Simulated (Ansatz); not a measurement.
Mg₂Pt in space group I4/mcm (No. 140; Mg on 8h, Pt on 4a), the program Ansatz at the PBEsol level (PAW), all energies at zero smearing, with the estimated change up to a 700 eV cutoff added, with one set of potentials and settings (totals compare only within such a set). Cell of 6 atoms (4 Mg, 2 Pt): -32419.865 eV.

| element | reference phase | E (eV/atom) |
|---|---|---|
| Mg | P6_3/mmc, 2 atoms in the cell | -1912.0511 |
| Pt | Fm-3m, 1 atoms in the cell | -12383.8180 |

Formation energy per atom, worked out: (-32419.865 − 4×(-1912.0511) − 2×(-12383.8180))/6 = -0.671 eV/atom (-65 kJ per mol of atoms), at 0 K, without zero-point energy or fitted corrections.

The workflow started from a Materials Project entry (that database holds measured and hypothetical structures alike); the Crystallography Open Database copy checked does not list it. Whether it is the stable phase at ambient conditions was not checked. Symmetry was held in the PBEsol relaxation; its stability against distortions is not shown here. No spin polarisation was allowed. The references are the lowest solids computed at this level, not always the standard phases. Spin–orbit coupling is left out wherever it is not named.

Potentials: the later of the program's two PAW sets.
